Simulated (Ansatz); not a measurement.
**Ti2Si4W, a known structure type with other elements, at an estimated volume**

```
W Si Ti
1.0
    -3.11767    3.11767    2.54727
     3.11767   -3.11767    2.54727
     3.11767    3.11767   -2.54727
W Si Ti
1 4 2
Direct
  0.00000 0.00000 0.00000
  0.30300 0.30300 0.60600
  0.30300 0.69700 0.00000
  0.69700 0.69700 0.39400
  0.69700 0.30300 0.00000
  0.75000 0.25000 0.50000
  0.25000 0.75000 0.50000
```

Method: PBE, no spin polarisation; PAW, plane waves to 420 eV, 9×9×9 Γ-centred mesh, methfessel-paxton occupations (width 0.2306 eV) (Ansatz 0.2.0), atoms fixed.

Stress: The pressure is -0.9 GPa (compression positive), so with the atoms held at these fractions the cell would first shrink.
Electronic structure: It is a metal, with about 3.2 states/eV a cell as the mean within 0.25 eV of the Fermi level, mostly Ti d (47 %), W d (24 %) and Si p (13 %).
Formation energy: -0.15 eV an atom against the elements' usual phases (free molecules for gases, crystals otherwise, with no correction for O₂ or N₂), so it is bound against them; other compounds may still compete. Relaxing would lower it.
Forces: The largest is on Si2 (and as large on other atoms): 0.64 eV/Å, components (-0.45, -0.45, 0.00). It makes 135° with the line to a nearest neighbour, Si3 at 2.46 Å, pointing away from it.
Charges: Bader charges in e: Ti +0.96, Si -0.57, W +0.34. In the mean Ti gives up most and Si takes most.

Origin: a known structure type with other elements, at an estimated volume, so it need not be a known compound. Caveats: wide smearing.
